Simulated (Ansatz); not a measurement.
Input for Ansatz (plane-wave DFT, PAW):

```yaml
crystal:
  lattice:
    - [0.0, 3.3597441112, 3.3597441112]
    - [3.3597441112, 0.0, 3.3597441112]
    - [3.3597441112, 3.3597441112, 0.0]
  atoms:
    - { symbol: Zr, position: [0.0, 0.0, 0.0] }
    - { symbol: Cu, position: [0.75, 0.75, 0.75] }
    - { symbol: Cu, position: [0.375758313, 0.8727250611, 0.375758313] }
    - { symbol: Cu, position: [0.375758313, 0.375758313, 0.8727250611] }
    - { symbol: Cu, position: [0.375758313, 0.375758313, 0.375758313] }
    - { symbol: Cu, position: [0.8727250611, 0.375758313, 0.375758313] }
basis:
  ecutwfc: 420
kpoints:
  mp_grid: { grid: [10, 10, 10] }
hamiltonian:
  xc: pbesol
scf:
  occupations: { method: gaussian, width: 0.1 }
output:
  forces: true
  stress: true
  eigenvalues: true
relax:
  adjacent_minimum: "off"
  f_tol: 0.01
  max_steps: 30
```

Command:
```bash
ansatz run input.yaml --threads 1 --pin off --max-ram 2560MiB --backend cpu --events-out ev --progress --plain --runs-dir out
```

Theory: DFT PBEsol, scalar-relativistic, plane waves, PAW in Ansatz 0.2.0.

Part of what the program printed, abridged (iterations and final results):

```
SCF iter   1: F=—  HF=-37073.337502 eV  |F-HF|=—  |Δ(HF+E_count)|=         —  Δρ=1.52e-2  dr2=8.75e-2  ethr=1.77e-3  ⟨swp⟩=5.5  Hψ=9252  notcnv=0  defer=78
SCF iter   2: F=—  HF=-37073.317903 eV  |F-HF|=—  |Δ(HF+E_count)|=   1.96e-2  Δρ=2.16e-3  dr2=6.08e-3  ethr=8.18e-5  ⟨swp⟩=2.0  Hψ=5111  notcnv=0  defer=255
SCF iter   3: F=—  HF=-37073.316475 eV  |F-HF|=—  |Δ(HF+E_count)|=   1.43e-3  Δρ=1.82e-3  dr2=2.94e-3  ethr=5.69e-6  ⟨swp⟩=1.9  Hψ=3358  notcnv=0  defer=255
SCF iter   4: F=—  HF=-37073.315596 eV  |F-HF|=—  |Δ(HF+E_count)|=   8.78e-4  Δρ=4.73e-4  dr2=3.50e-4  ethr=2.75e-6  ⟨swp⟩=2.0  Hψ=4139  notcnv=0  defer=255
SCF iter   5: F=—  HF=-37073.315541 eV  |F-HF|=—  |Δ(HF+E_count)|=   5.53e-5  Δρ=3.71e-4  dr2=7.99e-5  ethr=3.27e-7  ⟨swp⟩=2.0  Hψ=4207  notcnv=0  defer=255
SCF iter   6: F=—  HF=-37073.315521 eV  |F-HF|=—  |Δ(HF+E_count)|=   2.05e-5  Δρ=7.56e-5  dr2=6.29e-6  ethr=7.46e-8  ⟨swp⟩=2.0  Hψ=4991  notcnv=0  defer=255
SCF iter   7: F=-37073.315523 eV  HF=-37073.315523 eV  |F-HF|=1.74e-7  |Δ(HF+E_count)|=   2.04e-6  Δρ=1.64e-5  dr2=2.82e-7  ethr=2.34e-9  ⟨swp⟩=8.2  Hψ=13063  notcnv=0
SCF 1 converged in 7 iterations: F = -37073.315523 eV  dr2 = 2.82e-7
relax step   1: F+E_penalty+E_count = -37073.31552258 eV  Δ(F+E_penalty+E_count) = +0.000e0 eV  max|allowed force component| = 4.939e-3 eV/Å  Δτ_max = 0.0000 Å  (7 SCF iters, dr2 threshold 2.50e-6 eV, accepted)
Initial density: handed on by an earlier stage of this run
Initial wavefunctions: those handed on with the density
SCF iter   1: F=—  HF=-37073.315524 eV  |F-HF|=—  |Δ(HF+E_count)|=         —  Δρ=1.64e-5  dr2=2.82e-7  ethr=2.63e-10  ⟨swp⟩=1.0  Hψ=7434  notcnv=0
SCF iter   2: F=—  HF=-37073.315523 eV  |F-HF|=—  |Δ(HF+E_count)|=   9.06e-7  Δρ=1.45e-5  dr2=1.57e-7  ethr=2.63e-10  ⟨swp⟩=2.4  Hψ=3829  notcnv=0
SCF iter   3: F=-37073.315523 eV  HF=-37073.315523 eV  |F-HF|=4.75e-8  |Δ(HF+E_count)|=   6.80e-9  Δρ=5.14e-6  dr2=3.43e-8  ethr=1.46e-10  ⟨swp⟩=2.0  Hψ=4166  notcnv=0
SCF iter   4: F=-37073.315523 eV  HF=-37073.315523 eV  |F-HF|=3.20e-10  |Δ(HF+E_count)|=   1.50e-8  Δρ=1.40e-6  dr2=1.99e-9  ethr=3.21e-11  ⟨swp⟩=2.0  Hψ=4179  notcnv=0
SCF iter   5: F=-37073.315523 eV  HF=-37073.315523 eV  |F-HF|=2.18e-9  |Δ(HF+E_count)|=   1.96e-9  Δρ=1.55e-6  dr2=2.33e-9  ethr=1.86e-12  ⟨swp⟩=2.0  Hψ=5194  notcnv=0
SCF iter   6: F=-37073.315523 eV  HF=-37073.315523 eV  |F-HF|=5.02e-10  |Δ(HF+E_count)|=  3.71e-10  Δρ=7.72e-7  dr2=4.75e-10  ethr=1.86e-12  ⟨swp⟩=1.6  Hψ=6183  notcnv=0
SCF 2 converged in 6 iterations: F = -37073.315523 eV  dr2 = 4.75e-10
relax step   2: F+E_penalty+E_count = -37073.31552281 eV  Δ(F+E_penalty+E_count) = -2.232e-7 eV  max|allowed force component| = 4.917e-3 eV/Å  Δτ_max = 0.0000 Å  (6 SCF iters, accepted)
SCF converged after 6 iterations
Free energy (F): -37073.315523 eV
Harris-Foulkes:  -37073.315523 eV  (|F-HF|=5.02e-10)
Internal energy: -37073.297408 eV  (E = F + TS)
E sigma→0 (E₀):  -37073.306465 eV
Entropy (-TS):   -0.018115 eV (-3.019 meV/atom)
Fermi energy:    17.677246 eV
--- Per-component energies (eV) ---
  E_band       = -1810.276591
  E_kinetic    = 1838.940547
  E_local      = -22262.496963  (includes V_loc(G=0)·N_el)
  E_nonlocal   = 2019.850681
  E_hartree    = 9832.899398
  E_xc         = -611.674954
  E_vxc        = -775.339605  (∫ρ·V_xc dr)
  E_paw        = -11014.436364  (= ΣΔE_a)
  E_vpaw       = -2297.028065  (= ΣTr[D̂ρ^β])
  E_aug_tail   = 0.001262  (compensation charges beyond the density's cutoff)
  E_ewald      = -16877.577746
  E_core_change = 1.196731  (= ΣΔE_core)
  E_smearing   = -0.018115  (= −TS)
--- Forces (eV/Å), atoms counted from 1 ---
  atom   1  Zr     0.00000000     0.00000000     0.00000000
  atom   2  Cu     0.00000000     0.00000000     0.00000000
  atom   3  Cu    -0.00491729     0.00491729    -0.00491729
  atom   4  Cu    -0.00491729    -0.00491729     0.00491729
  atom   5  Cu     0.00491729     0.00491729     0.00491729
  atom   6  Cu     0.00491729    -0.00491729    -0.00491729
--- Stress (GPa, compression-positive) ---
        5.267713       0.000000       0.000000
        0.000000       5.267713       0.000000
        0.000000       0.000000       5.267713
  P = ⅓ Tr σ = 5.2677 GPa (52.677 kbar)
--- Band table (eV; the first three rows and the last of 47) ---
  k-point 0: bands = ["-95.1555", "-95.1298", "-95.1298", "-95.1298", "-94.9033", "-52.7640", "-52.7105", "-52.7105", "-52.7105", "-52.6936", "-52.6936", "-52.6233", "-52.6233", "-52.6233", "-52.5583", "-52.5583", "-52.5583", "-52.4153", "-52.4153", "-52.4153", "-31.4089", "-9.5014", "-9.5014", "-9.5014", "8.3233", "11.9279", "12.4917", "12.4917", "12.4917", "13.2552", "13.2552", "13.2552", "13.3747", "13.3747", "14.2611", "14.2611", "14.5231", "14.5231", "14.5231", "14.9684", "14.9684", "14.9684", "14.9710", "14.9710", "15.0950", "15.0950", "15.0950", "16.0079", "16.0079", "16.0079", "16.4827", "16.4827", "16.4827", "17.2909", "17.8826", "17.8826", "21.4732", "21.4732", "21.4732", "21.7180" ...
  k-point 1: bands = ["-95.1550", "-95.1303", "-95.1298", "-95.1298", "-94.9033", "-52.7607", "-52.7095", "-52.7091", "-52.7091", "-52.6928", "-52.6928", "-52.6249", "-52.6249", "-52.6233", "-52.5626", "-52.5589", "-52.5589", "-52.4154", "-52.4153", "-52.4153", "-31.4088", "-9.5035", "-9.5016", "-9.5016", "8.4370", "11.9579", "12.5004", "12.5080", "12.5080", "13.1986", "13.2723", "13.2723", "13.3940", "13.3940", "14.2577", "14.2577", "14.4967", "14.5062", "14.5062", "14.8815", "14.8815", "14.9653", "14.9811", "14.9811", "15.0097", "15.1734", "15.1734", "15.8454", "15.8454", "16.0079", "16.1276", "16.5523", "16.5523", "17.4482", "17.9760", "17.9760", "21.1583", "21.4949", "21.4949", "22.0542" ...
  k-point 2: bands = ["-95.1537", "-95.1316", "-95.1298", "-95.1298", "-94.9033", "-52.7523", "-52.7060", "-52.7060", "-52.7057", "-52.6899", "-52.6899", "-52.6295", "-52.6295", "-52.6233", "-52.5749", "-52.5603", "-52.5603", "-52.4155", "-52.4153", "-52.4153", "-31.4086", "-9.5091", "-9.5020", "-9.5020", "8.7698", "12.0050", "12.5363", "12.5543", "12.5543", "13.0593", "13.3213", "13.3213", "13.4531", "13.4531", "14.2309", "14.2309", "14.3744", "14.4400", "14.4400", "14.7890", "14.7890", "14.8318", "14.9572", "14.9740", "14.9740", "15.2691", "15.2691", "15.4577", "15.5628", "15.5628", "16.0079", "16.6781", "16.6781", "17.5894", "18.1897", "18.1897", "20.8220", "21.4166", "21.4166", "22.1967" ...
  k-point 46: bands = ["-95.1437", "-95.1416", "-95.1298", "-95.1298", "-94.9033", "-52.7023", "-52.7007", "-52.6885", "-52.6885", "-52.6649", "-52.6600", "-52.6589", "-52.6525", "-52.6345", "-52.6315", "-52.5733", "-52.5732", "-52.4156", "-52.4154", "-52.4153", "-31.4075", "-9.5167", "-9.5123", "-9.5082", "11.3505", "11.5520", "12.1276", "12.8664", "13.1875", "13.2598", "13.3123", "13.4120", "13.4842", "13.5300", "13.6914", "13.7338", "14.0437", "14.0665", "14.1374", "14.1687", "14.3566", "14.3721", "14.7381", "14.7998", "14.9726", "15.1425", "15.1451", "15.2475", "15.3193", "15.4462", "15.5205", "15.7904", "16.2712", "18.1269", "18.9333", "19.0582", "19.3760", "19.7932", "21.8177", "23.033 ...
--- Relaxed structure (2 steps of the walk, 2 accepted, 0 SCFs on fresh bases) ---
  F+E_penalty+E_count = -37073.31552281 eV   max|allowed force component| = 4.917e-3 eV/Å
  atoms:
    - { symbol: Zr, position: [0.0, 0.0, 0.0] }
    - { symbol: Cu, position: [0.75, 0.75, 0.75] }
    - { symbol: Cu, position: [0.37575831, 0.87272506, 0.37575831] }
    - { symbol: Cu, position: [0.37575831, 0.37575831, 0.87272506] }
    - { symbol: Cu, position: [0.37575831, 0.37575831, 0.37575831] }
    - { symbol: Cu, position: [0.87272506, 0.37575831, 0.37575831] }
```

The relaxation met its thresholds.

The run took 48 s on 1 thread of Arm Neoverse V2, with other jobs on the host, peak memory 0.45 GiB.